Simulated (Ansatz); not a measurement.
# Does relaxation matter for the field gradients of AlN with Ge replacing Al?

Start: a supercell of AlN (wurtzite type, P6_3mc) built from a structure deposited in the COD (the entry's cell lengths or inner coordinates differ somewhat from later room-temperature determinations), with all atoms left at the host's positions.

```
Ge Al N
1.0
     9.33900    0.00000    0.00000
    -3.11300    5.39187    0.00000
     0.00000    0.00000    9.96200
Ge Al N
1 23 24
Direct
  0.11111 0.33333 0.00000
  0.11111 0.33333 0.50000
  0.11111 0.83333 0.00000
  0.11111 0.83333 0.50000
  0.44444 0.33333 0.00000
  0.44444 0.33333 0.50000
  0.44444 0.83333 0.00000
  0.44444 0.83333 0.50000
  0.77778 0.33333 0.00000
  0.77778 0.33333 0.50000
  0.77778 0.83333 0.00000
  0.77778 0.83333 0.50000
  0.22222 0.16667 0.25000
  0.22222 0.16667 0.75000
  0.22222 0.66667 0.25000
  0.22222 0.66667 0.75000
  0.55556 0.16667 0.25000
  0.55556 0.16667 0.75000
  0.55556 0.66667 0.25000
  0.55556 0.66667 0.75000
  0.88889 0.16667 0.25000
  0.88889 0.16667 0.75000
  0.88889 0.66667 0.25000
  0.88889 0.66667 0.75000
  0.11111 0.33333 0.19000
  0.11111 0.33333 0.69000
  0.11111 0.83333 0.19000
  0.11111 0.83333 0.69000
  0.44444 0.33333 0.19000
  0.44444 0.33333 0.69000
  0.44444 0.83333 0.19000
  0.44444 0.83333 0.69000
  0.77778 0.33333 0.19000
  0.77778 0.33333 0.69000
  0.77778 0.83333 0.19000
  0.77778 0.83333 0.69000
  0.22222 0.16667 0.44000
  0.22222 0.16667 0.94000
  0.22222 0.66667 0.44000
  0.22222 0.66667 0.94000
  0.55556 0.16667 0.44000
  0.55556 0.16667 0.94000
  0.55556 0.66667 0.44000
  0.55556 0.66667 0.94000
  0.88889 0.16667 0.44000
  0.88889 0.16667 0.94000
  0.88889 0.66667 0.44000
  0.88889 0.66667 0.94000
```

Atom numbers follow the list; atoms alike are taken as one site, whose name carries the number of the first.

Method: Kohn–Sham DFT in Ansatz, PBE, plane waves and PAW, scalar-relativistic, collinear spin, 420 eV cutoff, Γ-centred 3×4×2 k-points, Fermi–Dirac smearing 0.01 eV. Start moments as typed (μB): 1 on each Ge, none on the rest.

The largest force at the start is 0.86 eV/Å. Relaxing the ions at fixed cell moves them by 0.130 Å at most (atom 25, N) and 0.036 Å rms.

```json
{"site": "Ge", "atom": "1", "moved (Å)": "0.011", "first shell before": "4 N at 1.89 Å", "first shell after": "4 N at 1.98–2.02 Å", "V_zz before (10²¹ V/m²)": "0.86", "η before": "0.35"}
{"site": "Al3", "atom": "3", "moved (Å)": "0.003", "first shell before": "4 N at 1.89 Å", "first shell after": "4 N at 1.87–1.90 Å", "V_zz before (10²¹ V/m²)": "-0.32", "η before": "0.04"}
{"site": "Al7", "atom": "7", "moved (Å)": "0.031", "first shell before": "4 N at 1.89 Å", "first shell after": "4 N at 1.88–1.90 Å", "V_zz before (10²¹ V/m²)": "0.32", "η before": "0.89"}
{"site": "Al9", "atom": "9", "moved (Å)": "0.011", "first shell before": "4 N at 1.89 Å", "first shell after": "4 N at 1.87–1.90 Å", "V_zz before (10²¹ V/m²)": "-0.35", "η before": "0.74"}
{"site": "Al11", "atom": "11", "moved (Å)": "0.028", "first shell before": "4 N at 1.89 Å", "first shell after": "4 N at 1.88–1.90 Å", "V_zz before (10²¹ V/m²)": "-0.25", "η before": "0.94"}
{"site": "Al13", "atom": "13", "moved (Å)": "0.037", "first shell before": "4 N at 1.89 Å", "first shell after": "4 N at 1.88–1.89 Å", "V_zz before (10²¹ V/m²)": "0.24", "η before": "0.84"}
{"site": "Al14", "atom": "14", "moved (Å)": "0.046", "first shell before": "4 N at 1.89 Å", "first shell after": "4 N at 1.88–1.90 Å", "V_zz before (10²¹ V/m²)": "0.57", "η before": "0.15"}
{"site": "Al15", "atom": "15", "moved (Å)": "0.034", "first shell before": "4 N at 1.89 Å", "first shell after": "4 N at 1.89 Å", "V_zz before (10²¹ V/m²)": "0.24", "η before": "0.82"}
{"site": "Al16", "atom": "16", "moved (Å)": "0.049", "first shell before": "4 N at 1.89 Å", "first shell after": "4 N at 1.88–1.90 Å", "V_zz before (10²¹ V/m²)": "0.58", "η before": "0.14"}
{"site": "Al18", "atom": "18", "moved (Å)": "0.002", "first shell before": "4 N at 1.89 Å", "first shell after": "4 N at 1.89–1.90 Å", "V_zz before (10²¹ V/m²)": "0.28", "η before": "0.11"}
{"site": "Al21", "atom": "21", "moved (Å)": "0.041", "first shell before": "4 N at 1.89 Å", "first shell after": "4 N at 1.88–1.89 Å", "V_zz before (10²¹ V/m²)": "0.27", "η before": "0.74"}
{"site": "N25", "atom": "25", "moved (Å)": "0.130", "first shell before": "1 Ge at 1.89 Å, 3 Al at 1.89 Å", "first shell after": "3 Al at 1.88–1.89 Å, 1 Ge at 2.02 Å", "V_zz before (10²¹ V/m²)": "2.94", "η before": "0.01"}
{"site": "N28", "atom": "28", "moved (Å)": "0.026", "first shell before": "4 Al at 1.89 Å", "first shell after": "4 Al at 1.88 Å", "V_zz before (10²¹ V/m²)": "-0.11", "η before": "0.35"}
{"site": "N38", "atom": "38", "moved (Å)": "0.088", "first shell before": "3 Al at 1.89 Å, 1 Ge at 1.89 Å", "first shell after": "3 Al at 1.87–1.90 Å, 1 Ge at 1.98 Å", "V_zz before (10²¹ V/m²)": "3.18", "η before": "0.03"}
{"site": "N42", "atom": "42", "moved (Å)": "0.027", "first shell before": "4 Al at 1.89 Å", "first shell after": "4 Al at 1.87–1.90 Å", "V_zz before (10²¹ V/m²)": "0.17", "η before": "0.91"}
{"site": "N46", "atom": "46", "moved (Å)": "0.087", "first shell before": "3 Al at 1.89 Å, 1 Ge at 1.89 Å", "first shell after": "3 Al at 1.88–1.90 Å, 1 Ge at 1.99 Å", "V_zz before (10²¹ V/m²)": "3.02", "η before": "0.04"}
```

(1) What are V_zz and η after the relaxation?

Results:

(1) 

```csv
site,atom,V_zz after,η after,change of V_zz
Ge,1,2.14,0.29,+1.28
Al3,3,-0.66,0.81,-0.34
Al7,7,0.52,0.87,+0.20
Al9,9,0.56,0.80,–
Al11,11,0.47,0.76,–
Al13,13,0.41,0.71,+0.17
Al14,14,0.82,0.38,+0.25
Al15,15,0.42,0.65,+0.18
Al16,16,0.79,0.39,+0.21
Al18,18,0.41,0.33,+0.13
Al21,21,0.44,0.47,+0.17
N25,25,2.63,0.02,-0.31
N28,28,-0.30,0.37,–
N38,38,3.07,0.08,-0.11
N42,42,-0.39,0.32,-0.56
N46,46,2.89,0.02,-0.13
```

The largest change of V_zz along a kept axis is on Ge, from 0.86 to 2.14. In per cent, |V_zz| changes by -11 to -4 on N (all sites that start above 2). Where |V_zz| stays above 0.1 and the axes keep their order, η moves most on Al3, from 0.04 to 0.81. On Al16, Al14, Al18, Al21, Al15, Al13, N44, N48 and 4 more sites (not all in the table) V_xx and V_yy change places (or their axes turn by over 50°), so the two values of η hide a larger change. V_zz changes sign on N42 (axis turned by 24°), N44 (axis turned by 31°), N32 (axis turned by 26°), N37 (axis turned by 13°), N39 (axis turned by 12°), N45 (same axis), N34 (axis turned by 36°), N26 (axis turned by 20°) and 1 more site (not all in the table). On Al9, Al11, N28, N27, N31, N33, N35, N30 and 1 more site (not all in the table) the largest principal value lies along another axis in the second run, so the two V_zz can't be compared directly. The table leaves out 32 of the 48 sites, with |V_zz| up to 3.15; their tensors move by 0.40 at most along any direction. The statements above cover all sites. The host's own positions weren't relaxed first, so part of the change far from the defect can be the host's relaxation.

The defect repeats with the cell of 48 atoms, so it feels its images: sites between two images don't show the values beside a lone defect, and zeros or small values of η there can come from the images' arrangement. Al and N carry a gradient in the pure host already, so the values there aren't the defect's effect alone. The defect cell has no gap above 0.1 eV on its mesh, so the values can hang on the smearing and the k-mesh. The cell keeps the host's lattice, where the PBE pressure is 6 GPa. The start moments die out, and the run ends without spin.
Before: The neighbours have not yet relaxed around the defect (largest force 0.86 eV/Å), so a real crystal will differ.
